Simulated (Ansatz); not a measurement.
YSiNO2:
```
CELL_PARAMETERS angstrom
      3.57798     0.00000     0.00000
      0.00000     3.57798     0.00000
      0.00000     0.00000     3.69672
ATOMIC_POSITIONS crystal
  Y  0.00000 0.00000 0.50000
  Si 0.50000 0.50000 0.00000
  N  0.50000 0.50000 0.50000
  O  0.50000 0.00000 0.00000
  O  0.00000 0.50000 0.00000
```

Relaxed with r²SCAN.

Task: Give the Bader charges and basin volumes of the independent atoms, r²SCAN (plane waves, PAW; program Ansatz).

Result: 

| atom | Bader charge (e) | Bader volume (Å³) |
|---|---|---|
| Y1 | +2.17 | 11.7 |
| Si2 | +3.31 | 2.5 |
| N3 | -2.18 | 12.2 |
| O4 | -1.65 | 10.4 |

Space group P4/mmm. The start of the workflow was typed in or built on a structure type; neither database checked (COD, Materials Project) lists it. COD files the formula under space group No. 15, 63. Its standing as an ambient phase is unchecked. The r²SCAN relaxation kept the symmetry of its start; its stability against distortions is not shown here. The run is not spin-polarised.

Potentials: the earlier of the program's two PAW sets.
